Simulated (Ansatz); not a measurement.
## Na3SbTe3: gradients before and after relaxing the atoms

Start: a Materials Project structure (computed, not necessarily an observed phase), atoms as given.

Space group P2_13 (No. 198); a = 9.6784 Å.

```
site  Wyckoff  site symmetry       x       y       z
 Na1       4a            .3.  0.5900  0.9100  0.0900
 Na2       4a            .3.  0.1827  0.1827  0.1827
 Na8       4a            .3.  0.3274  0.1726  0.8274
  Sb       4a            .3.  0.0387  0.4613  0.5387
  Te      12b              1  0.2596  0.1195  0.5026
```

One atom of each set is listed.

The numbers come from a DFT calculation in Ansatz (PBE, plane waves and PAW, scalar-relativistic, 420 eV cutoff, Γ-centred 3×3×3 k-points, Fermi–Dirac smearing 0.02 eV).

The largest force at the start is 0.038 eV/Å. Relaxing the ions at fixed cell moves them by 0.010 Å at most (atom 15, Sb) and 0.004 Å rms.

```csv
site,moved (Å),first shell before,first shell after,V_zz before (10²¹ V/m²),η before
Na1,0.001,"6 Te at 3.29–3.50 Å, 1 Na at 3.81 Å, 3 Sb at 3.84 Å","6 Te at 3.29–3.50 Å, 1 Na at 3.81 Å, 3 Sb at 3.84 Å",-0.090,0.00
Na2,0.003,"6 Te at 3.24–3.45 Å, 1 Sb at 3.71 Å, 4 Na at 3.71–3.81 Å","6 Te at 3.24–3.45 Å, 1 Sb at 3.70 Å, 4 Na at 3.71–3.81 Å",-0.078,0.00
Na8,0.000,"6 Te at 3.25–3.40 Å, 3 Na at 3.71 Å","6 Te at 3.25–3.40 Å, 3 Na at 3.71 Å",-0.20,0.00
Sb,0.010,3 Te at 2.84 Å,3 Te at 2.83 Å,-11.51,0.00
Te,0.003,"1 Sb at 2.84 Å, 3 Na at 3.24–3.29 Å; also 3 Na at 3.40–3.50 Å, 1 Sb at 3.95 Å","1 Sb at 2.83 Å, 3 Na at 3.24–3.29 Å; also 3 Na at 3.40–3.50 Å, 1 Sb at 3.96 Å",49.9,0.15
```

Q: What are V_zz and η after the relaxation?

A: 

```json
{"site": "Na1", "V_zz after": "-0.090", "η after": "0.00", "change of V_zz": "0.00"}
{"site": "Na2", "V_zz after": "-0.076", "η after": "0.00", "change of V_zz": "0.00"}
{"site": "Na8", "V_zz after": "-0.20", "η after": "0.00", "change of V_zz": "0.00"}
{"site": "Sb", "V_zz after": "-11.77", "η after": "0.00", "change of V_zz": "-0.26"}
{"site": "Te", "V_zz after": "49.8", "η after": "0.15", "change of V_zz": "-0.13"}
```

The largest change of V_zz is on Sb, from -11.51 to -11.77. In per cent, |V_zz| changes by +2 on Sb, 0 on Te (all sites that start above 0.5).

Without spin–orbit coupling the gradients at and beside Te can be off by some per cent, at some sites by more. With these PAW files V_zz is typically within 2 to 3 % of all-electron values, but misses above 10 % occur on Sb.
